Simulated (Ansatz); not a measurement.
The start is a relaxed GaN cell deformed by the Cartesian strain tensor (xx, yy, zz, yz, xz, xy) = (-0.100, -0.003, -0.039, 0.018, 0.058, 0.090). Cell shape, volume and atoms are optimised at zero target pressure with PBE (plane waves to 420 eV, PAW, scalar-relativistic; Ansatz, an electronic-structure program). The first steps use a coarse 10×10×9 k-mesh.

Initial structure:
```
CELL_PARAMETERS angstrom
      0.33886     2.30947     2.22760
      2.17984     0.24789     2.31857
      2.25262     2.47322     0.17512
ATOMIC_POSITIONS crystal
  N  0.75000 0.75000 0.75000
  Ga 0.00000 0.00000 0.00000
```

What pressure does the first self-consistent step give?

+52.5 GPa (positive: the cell is compressed).

How much energy is released per atom?

0.66 eV/atom.

Does it find its way back to the structure it was made from?

It returns to the parent structure, F-43m (No. 216).

How do the shortest distances between atoms change?

The closest pairs of elements (up to four, under 3.6 Å), start → end: Ga–N 1.71 → 1.97 Å; N–N 2.77 → 3.22 Å; Ga–Ga 2.77 → 3.22 Å.

What band gap does the relaxed structure have at this level?

1.54 eV, direct at Γ (no spin-orbit coupling).

Final values are on a 12×12×12 k-mesh of the relaxed cell. No spin polarisation in the result.
